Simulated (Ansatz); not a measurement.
Here is the system:

Nb₂AlB₂:
```cif
data_AlB2Nb2
_chemical_formula_sum 'Al1 Nb2 B2'
_space_group_name_H-M_alt 'P 1'
_space_group_IT_number 1
_cell_length_a 6.01947
_cell_length_b 6.01947
_cell_length_c 3.31037
_cell_angle_alpha 90.000
_cell_angle_beta 90.000
_cell_angle_gamma 149.710
loop_
_space_group_symop_operation_xyz
  'x, y, z'
loop_
_atom_site_label
_atom_site_type_symbol
_atom_site_fract_x
_atom_site_fract_y
_atom_site_fract_z
_atom_site_occupancy
Al1 Al 0.00000 0.00000 0.00000 1
Nb1 Nb 0.35797 0.64203 0.50000 1
Nb2 Nb 0.64203 0.35797 0.50000 1
B1 B 0.21042 0.78958 0.00000 1
B2 B 0.78958 0.21042 0.00000 1
```

This is the r²SCAN-relaxed structure.

**Question.** All from the program Ansatz at the r²SCAN level (PAW), unless another level is named. Estimate the electronic character.

**Answer.** metallic (no gap).

**Question.** Predict the formation energy from the elements (no fitted shifts).

**Answer.** -589 meV/atom.

**Question.** Give the density of states at the Fermi level.

**Answer.** 0.80 states/eV per atom (mean over ±0.08 eV).

Space group Cmmm. The start of the workflow was typed in or built on a structure type; neither database checked (COD, Materials Project) lists it. Its standing as an ambient phase is unchecked. The cell was relaxed with r²SCAN under the symmetry of its start; whether a distortion lowers the energy is not shown. The run is not spin-polarised. The references are the lowest solids computed at this level, not always the standard phases. Spin–orbit coupling is left out wherever it is not named.

Potentials: the later of the program's two PAW sets.
